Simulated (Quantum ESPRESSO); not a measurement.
# GaAlMgO4: input and log of a self-consistent run

Simulated, not a measurement. The program is pw.x of Quantum ESPRESSO 7.5 (plane-wave density functional theory). The cell is made up: 7 atoms on a zincblende/diamond lattice with one site empty, with randomly drawn elements, strain and displacements, not relaxed. PseudoDojo standard norm-conserving files (v0.5 for PBE, v0.4.1 for LDA and PBEsol) set the functional; there is no spin polarisation, spin-orbit coupling or dispersion term, and the masses in the input are unused placeholders.

Input:

```
&control calculation='scf', pseudo_dir='./dojo.nc.sr.pbe.v0_5.standard.upf', outdir='./o', disk_io='medium', tprnfor=.true., tstress=.true. /
&system ibrav=0, nat=7, ntyp=4, nbnd=31, ecutwfc=105.61755193, nosym=.true., tot_charge=0,
 occupations='smearing', smearing='fd', degauss=0.0018374661
/
&electrons conv_thr=7.350e-09, electron_maxstep=60, /
ATOMIC_SPECIES
Al 1.0 Al.upf
Ga 1.0 Ga.upf
Mg 1.0 Mg.upf
O 1.0 O.upf
CELL_PARAMETERS angstrom
4.5257 0.0169 -0.0273
0.0169 4.5684 0.0232
-0.0273 0.0232 4.5101
ATOMIC_POSITIONS angstrom
Ga -0.0532 -0.0124 -0.0141
Al 0.0726 2.2412 2.3263
Mg 2.1737 2.3096 0.0246
O 1.1735 1.1789 1.2087
O 1.1737 3.4251 3.3848
O 3.3619 1.1416 3.3643
O 3.3563 3.3658 1.1564
K_POINTS automatic
6 6 6 1 1 1
```

The log is shortened where brackets say so; the opening notice, blank lines, dates and the lines on written files are dropped, and the path of the files is cut. It prints rydbergs, bohrs and kilobars, and counts compression as positive stress. With no partly filled state, the Fermi energy that it prints is only some level between the filled and the empty states on the mesh, and need not lie in the true gap.

```
     Program PWSCF v.7.5
     Parallel version (MPI & OpenMP), running on       1 processor cores
     Number of MPI processes:                 1
     Threads/MPI process:                     1
     [start-up lines left out]
     bravais-lattice index     =            0
     lattice parameter (alat)  =       8.5525  a.u.
     unit-cell volume          =     629.2154 (a.u.)^3
     number of atoms/cell      =            7
     number of atomic types    =            4
     number of electrons       =        50.00
     number of Kohn-Sham states=           31
     kinetic-energy cutoff     =     105.6176  Ry
     charge density cutoff     =     422.4702  Ry
     scf convergence threshold =      7.3E-09
     mixing beta               =       0.7000
     number of iterations used =            8  plain     mixing
     Exchange-correlation= PBE
                           (   1   4   3   4   0   0   0)
     [axes and pseudopotential details left out]
   Cartesian axes
     site n.     atom                  positions (alat units)
         1        Ga     tau(   1) = (  -0.0117548  -0.0027398  -0.0031155  )
         2        Al     tau(   2) = (   0.0160413   0.4952037   0.5140070  )
         3        Mg     tau(   3) = (   0.4802893   0.5103171   0.0054355  )
         4        O      tau(   4) = (   0.2592904   0.2604835   0.2670680  )
         5        O      tau(   5) = (   0.2593346   0.7567921   0.7478876  )
         6        O      tau(   6) = (   0.7428277   0.2522419   0.7433580  )
         7        O      tau(   7) = (   0.7415904   0.7436894   0.2555121  )
     number of k points=   108  Fermi-Dirac smearing, width (Ry)=  0.0018
     Number of k-points >= 100: set verbosity='high' to print them.
     Dense  grid:    92213 G-vectors     FFT dimensions: (  60,  60,  60)
     Estimated max dynamical RAM per process >     112.61 MB
     Initial potential from superposition of free atoms
     starting charge      49.9941, renormalised to      50.0000
     Starting wfcs are   34 randomized atomic wfcs
     total cpu time spent up to now is       29.3 secs
     per-process dynamical memory:    85.9 Mb
     Self-consistent Calculation
     iteration #  1     ecut=   105.62 Ry     beta= 0.70
     Davidson diagonalization with overlap
     ethr =  1.00E-02,  avg # of iterations =  3.2
     total cpu time spent up to now is       96.7 secs
     total energy              =    -408.20652844 Ry
     estimated scf accuracy    <       1.93123085 Ry
     iteration #  2     ecut=   105.62 Ry     beta= 0.70
     Davidson diagonalization with overlap
     ethr =  3.86E-03,  avg # of iterations =  2.1
     total cpu time spent up to now is      159.5 secs
     total energy              =    -408.61159398 Ry
     estimated scf accuracy    <       2.87876824 Ry
     iteration #  3     ecut=   105.62 Ry     beta= 0.70
     Davidson diagonalization with overlap
     ethr =  3.86E-03,  avg # of iterations =  2.0
     total cpu time spent up to now is      220.1 secs
     total energy              =    -409.12340352 Ry
     estimated scf accuracy    <       0.01600074 Ry
     iteration #  4     ecut=   105.62 Ry     beta= 0.70
     Davidson diagonalization with overlap
     ethr =  3.20E-05,  avg # of iterations =  5.3
     total cpu time spent up to now is      286.2 secs
     total energy              =    -409.12744205 Ry
     estimated scf accuracy    <       0.01873306 Ry
     iteration #  5     ecut=   105.62 Ry     beta= 0.70
     Davidson diagonalization with overlap
     ethr =  3.20E-05,  avg # of iterations =  2.0
     total cpu time spent up to now is      331.9 secs
     total energy              =    -409.13030401 Ry
     estimated scf accuracy    <       0.00368601 Ry
     [iterations 6 to 7 left out]
     iteration #  8     ecut=   105.62 Ry     beta= 0.70
     Davidson diagonalization with overlap
     ethr =  7.07E-08,  avg # of iterations =  2.1
     total cpu time spent up to now is      467.3 secs
     total energy              =    -409.13064979 Ry
     estimated scf accuracy    <       0.00000769 Ry
     iteration #  9     ecut=   105.62 Ry     beta= 0.70
     Davidson diagonalization with overlap
     ethr =  1.54E-08,  avg # of iterations =  2.0
     total cpu time spent up to now is      511.5 secs
     total energy              =    -409.13065089 Ry
     estimated scf accuracy    <       0.00000173 Ry
     iteration # 10     ecut=   105.62 Ry     beta= 0.70
     Davidson diagonalization with overlap
     ethr =  3.45E-09,  avg # of iterations =  2.0
     total cpu time spent up to now is      565.7 secs
     total energy              =    -409.13065095 Ry
     estimated scf accuracy    <       0.00000025 Ry
     iteration # 11     ecut=   105.62 Ry     beta= 0.70
     Davidson diagonalization with overlap
     ethr =  4.94E-10,  avg # of iterations =  2.0
     total cpu time spent up to now is      622.6 secs
     total energy              =    -409.13065100 Ry
     estimated scf accuracy    <       0.00000002 Ry
     iteration # 12     ecut=   105.62 Ry     beta= 0.70
     Davidson diagonalization with overlap
     ethr =  4.97E-11,  avg # of iterations =  2.0
     total cpu time spent up to now is      683.1 secs
     End of self-consistent calculation
     Number of k-points >= 100: set verbosity='high' to print the bands.
     the Fermi energy is     5.8465 ev
!    total energy              =    -409.13065100 Ry
     estimated scf accuracy    <          4.6E-09 Ry
     smearing contrib. (-TS)   =      -0.00000000 Ry
     internal energy E=F+TS    =    -409.13065100 Ry
     The total energy is F=E-TS. E is the sum of the following terms:
     one-electron contribution =    -228.32381082 Ry
     hartree contribution      =     140.04007281 Ry
     xc contribution           =     -93.38054966 Ry
     ewald contribution        =    -227.46636333 Ry
     convergence has been achieved in  12 iterations
     Forces acting on atoms (cartesian axes, Ry/au):
     atom    1 type  2   force =     0.00425226   -0.01695885    0.02918588
     atom    2 type  1   force =    -0.03494367    0.01252745   -0.02467960
     atom    3 type  3   force =     0.05891075   -0.02731814    0.01241250
     atom    4 type  4   force =    -0.10943078    0.00382056    0.00186780
     atom    5 type  4   force =    -0.12618973   -0.00763192   -0.02204509
     atom    6 type  4   force =     0.08835737    0.04525663   -0.00135338
     atom    7 type  4   force =     0.11904380   -0.00969572    0.00461189
     Total force =     0.245195     Total SCF correction =     0.000074
     Computing stress (Cartesian axis) and pressure
          total   stress  (Ry/bohr**3)                   (kbar)     P=     -127.10
  -0.00087987  -0.00012033   0.00015160         -129.43      -17.70       22.30
  -0.00012033  -0.00090025  -0.00018232          -17.70     -132.43      -26.82
   0.00015160  -0.00018232  -0.00081193           22.30      -26.82     -119.44
     init_run     :     25.64s CPU     29.11s WALL (       1 calls)
     electrons    :    606.70s CPU    653.76s WALL (       1 calls)
     forces       :      8.06s CPU      8.17s WALL (       1 calls)
     stress       :     32.09s CPU     32.24s WALL (       1 calls)
     [timing details left out]
     PWSCF        :  11m13.04s CPU  12m 5.40s WALL
     JOB DONE.
```

In other units: free energy -5566.506 eV for the cell, pressure -12.71 GPa, largest force component 3.244 eV/Å. This run is the check on a run of the same cell at 1143 eV and a 4 x 4 x 4 mesh: rerunning at 1437 eV and a 6 x 6 x 6 mesh moved values by no more than 0.002 eV in energy, 0.03 GPa in stress and 0.007 eV/Å in force.